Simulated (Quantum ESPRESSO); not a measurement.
**Band energies of Rb3RhF6**

```
Rb3RhF6
1.0
    0.00000     4.55648     4.55648
    4.55648     0.00000     4.55648
    4.55648     4.55648     0.00000
F Rb Rh
6 3 1
Direct
  0.78255   0.21745   0.21745
  0.21745   0.78255   0.78255
  0.21745   0.78255   0.21745
  0.78255   0.21745   0.78255
  0.21745   0.21745   0.78255
  0.78255   0.78255   0.21745
  0.75000   0.75000   0.75000
  0.25000   0.25000   0.25000
  0.50000   0.50000   0.50000
  0.00000   0.00000   0.00000
```

PBEsol (pw.x of Quantum ESPRESSO, ONCV potentials, scalar-relativistic); path ΓXWKΓLUWLK,UX; energies in eV from the valence-band maximum.

```csv
k (1/Å),point,band 39,band 40,band 41,band 42,band 43,band 44,band 45,band 46
0.00,Γ,-3.14,-3.14,-0.12,-0.12,-0.12,2.19,2.19,3.25
0.23,,-3.18,-3.14,-0.13,-0.08,-0.08,2.19,2.28,3.63
0.46,,-3.28,-3.14,-0.15,-0.02,-0.02,2.21,2.24,4.56
0.69,X,-3.37,-3.15,-0.16,0.00,0.00,2.11,2.21,5.29
0.69,W,-3.22,-3.22,-0.07,-0.07,0.00,2.13,2.34,5.68
0.93,K,-3.31,-3.18,-0.11,-0.02,-0.01,2.17,2.31,5.54
1.12,,-3.24,-3.21,-0.06,-0.06,-0.04,2.23,2.40,4.98
1.48,,-3.15,-3.15,-0.11,-0.11,-0.09,2.21,2.25,3.49
1.66,Γ,-3.14,-3.14,-0.12,-0.12,-0.12,2.19,2.19,3.25
1.86,,-3.16,-3.15,-0.11,-0.10,-0.10,2.24,2.24,3.53
2.26,L,-3.22,-3.21,-0.07,-0.05,-0.05,2.41,2.41,5.18
2.47,,-3.25,-3.20,-0.07,-0.04,-0.03,2.30,2.38,5.37
2.68,U,-3.31,-3.18,-0.11,-0.02,-0.01,2.17,2.31,5.54
2.68,W,-3.22,-3.22,-0.07,-0.07,0.00,2.13,2.34,5.68
2.81,,-3.22,-3.22,-0.07,-0.07,-0.01,2.17,2.35,5.59
2.93,,-3.22,-3.22,-0.07,-0.06,-0.02,2.27,2.38,5.42
3.17,L,-3.22,-3.21,-0.07,-0.05,-0.05,2.41,2.41,5.18
3.28,,-3.22,-3.21,-0.07,-0.05,-0.04,2.38,2.40,5.23
3.38,,-3.25,-3.20,-0.07,-0.04,-0.03,2.30,2.38,5.37
3.59,K,-3.31,-3.18,-0.11,-0.02,-0.01,2.17,2.31,5.54
3.59,U,-3.31,-3.18,-0.11,-0.02,-0.01,2.17,2.31,5.54
3.84,X,-3.37,-3.15,-0.16,0.00,0.00,2.11,2.21,5.29
```

The PBEsol gap is direct, 2.11 eV at X. Another valence extremum on the path lies within 0.02 eV, too close to call.

Spin-orbit splittings are left out.

Geometry of the Materials Project entry, not relaxed at this level.

The structure is a Materials Project entry; no match was found in the copy of COD used, and its stability was not checked.
